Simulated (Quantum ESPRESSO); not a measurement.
## GaInAl2P4 (a curve over one atom's position)

A calculation, not a measurement. The program is pw.x of Quantum ESPRESSO 7.5 (plane-wave density functional theory). The cell is made up: 8 atoms on a zincblende/diamond lattice, with randomly drawn elements, strain and displacements, not relaxed. PseudoDojo standard norm-conserving files (v0.5 for PBE, v0.4.1 for LDA and PBEsol) set the functional; there is no spin polarisation, spin-orbit coupling or dispersion term, and the masses in the input are unused placeholders.

Seven runs move atom 4 (Al, counted in the order of the input) along x and keep all else fixed.

Input of the run at -0.0004:

```
&control calculation='scf', pseudo_dir='./dojo.nc.sr.pbe.v0_5.standard.upf', outdir='./o', disk_io='medium', tprnfor=.true., tstress=.true. /
&system ibrav=0, nat=8, ntyp=4, nbnd=32, ecutwfc=79.96652505, nosym=.true., tot_charge=0,
 occupations='smearing', smearing='fd', degauss=0.0018374661
/
&electrons conv_thr=7.350e-09, electron_maxstep=60, /
ATOMIC_SPECIES
Al 1.0 Al.upf
Ga 1.0 Ga.upf
In 1.0 In.upf
P 1.0 P.upf
CELL_PARAMETERS angstrom
5.7188 0.0 0.0
0.0 5.7188 0.0
0.0 0.0 5.7188
ATOMIC_POSITIONS angstrom
Ga -0.1648 0.095 -0.1528
In 0.0071 2.7462 2.8818
Al 2.8305 -0.0315 2.7487
Al 3.0036 2.7643 -0.0204
P 1.4715 1.3723 1.3875
P 1.3918 4.2431 4.2492
P 4.2409 1.3654 4.3199
P 4.3183 4.5078 1.3551
K_POINTS automatic
4 4 4 1 1 1
```

```
shift of atom 4 along x (Å)  free energy less that of the input shown (eV)  Fx on atom 4 (eV/Å)  Fy on atom 4 (eV/Å)  Fz on atom 4 (eV/Å)  pressure (GPa)  iterations
                    -0.0778                                        -0.0723               -0.640                1.296                0.464           -2.16          11
                    -0.0361                                        -0.0389               -0.957                1.344                0.574           -2.13          11
                    -0.0004                                         0.0000               -1.224                1.391                0.671           -2.09          11
                    +0.0573                                         0.0828               -1.645                1.480                0.835           -1.98          11
                    +0.0775                                         0.1175               -1.789                1.514                0.894           -1.94          11
                    +0.0956                                         0.1511               -1.916                1.546                0.948           -1.89          11
```

Question: one run is left out of the table, at +0.0221. Estimate its Fx on atom 4 (eV/Å).

Answer: -1.390. The whole row:

| shift of atom 4 along x (Å) | free energy less that of the input shown (eV) | Fx on atom 4 (eV/Å) | Fy on atom 4 (eV/Å) | Fz on atom 4 (eV/Å) | pressure (GPa) | iterations |
| --- | --- | --- | --- | --- | --- | --- |
| +0.0221 | 0.0294 | -1.390 | 1.424 | 0.734 | -2.05 | 11 |

A cubic fit gives dFx/dx = -7.42 eV/Å² at zero shift. Across the table the free energy follows the integral of the force to within 0.1 meV. A rerun of one of the cells at 1377 eV and a 6 x 6 x 6 mesh moved values by no more than 0.006 eV in energy, 0.02 GPa in stress and 0.002 eV/Å in force.